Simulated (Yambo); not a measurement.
Yambo run on CsVN2 (space group Fd-3m, No. 227). The wavefunctions are PBEsol (Quantum ESPRESSO, PseudoDojo norm-conserving, 84 Ry, without SOC) ones on a 2×2×2 mesh (32 occupied bands); a = 5.900 Å, b = 5.900 Å, c = 5.900 Å, α = 60.00°, β = 60.00°, γ = 60.00°.

Yambo input:

```
rim_cut
gw0
dyson
el_el_corr
HF_and_locXC
ppa
em1d
RandQpts= 1000000
RandGvec= 1 Ry
EXXRLvcs= 84 Ry
VXCRLvcs= 336 Ry
Chimod= "HARTREE"
% BndsRnXp
 3 | 214 |
%
NGsBlkXp= 6 Ry
% LongDrXp
 1.0 | 1.0 | 1.0 |
%
PPAPntXp= 27.2114 eV
% GbndRnge
 1 | 214 |
%
GTermKind= "BG"
DysSolver= "n"
ExtendOut
% QPkrange
 1 | 1 | 32 | 33 |
 2 | 2 | 32 | 32 |
%
```

k points by index: 1 = Γ, 2 = L.

The o-*.qp file then holds:

```
#    K-point    Band    Eo [eV]    E [eV]    E-Eo [eV]    Vxc [eV]    Vnlxc [eV]    Sc|Eo [eV]    Sc|E [eV]    dSc/dw|Eo [eV]    Re(Z)    Im(Z)
#
    1    32    -0.019485    0.152350    0.171835    -16.45502    -19.17039    2.943981    2.887205    -8.996886    0.751520    -0.001650
    1    33    0.558190    1.502227    0.944037    -21.08424    -14.30006    -5.523130    -5.840148    -9.136308    0.748638    -0.001654
    2    32    0.000000    0.182106    0.182106    -16.50493    -19.22126    2.958677    2.898435    -9.007206    0.751306    -0.001643
```
(The two width columns are left out.) Convergence of these settings isn't established.

Geometry of the Materials Project entry, not relaxed at this level.

The structure is a Materials Project entry; no match was found in the copy of COD used, and its stability was not checked.

The runs are not spin-polarised; magnetic order was not tried.
